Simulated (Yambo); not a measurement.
G0W0@PBEsol for CaHI (space group P4/nmm, No. 129) in Yambo (4×4×1 mesh, 6 Ry block, plasmon pole, screening fixed), without a terminator:

| bands N in G | gap Γ → M (eV) | shift of the valence edge (eV) |
|---|---|---|
| 118 | 4.595 | -0.256 |
| 200 | 4.712 | -0.651 |
| 310 | 4.711 | -0.785 |

Task: Extrapolate both columns to infinite N with E(N) = E∞ + A/N, test the form, and compare with the terminator.

Result: From two points, E∞ = (N2 E2 − N1 E1)/(N2 − N1). The two largest N give 4.71 eV for the gap and -1.03 eV for the shift; the two smallest give 4.88 eV and -1.22 eV. For the gap the slopes A are -34 and 0.6 eV: the form isn't reached, and its limit is uncertain. For the shift the slopes A are 110 and 76 eV: the form isn't reached, and its limit is uncertain. With the Bruneval-Gonze terminator and 310 bands the run gives 4.71 eV and -0.90 eV, 0.00 eV and 0.13 eV from the extrapolated values: the terminator too is an estimate of the remainder. Block, mesh and the bands in W are held fixed.

Spin-orbit coupling is included.

Geometry relaxed with PBE+D3(BJ); primitive cell a = b = 3.9797 Å, c = 8.5909 Å, α = β = γ = 90.00°.

A shift is the quasiparticle energy of the state minus its PBEsol energy.
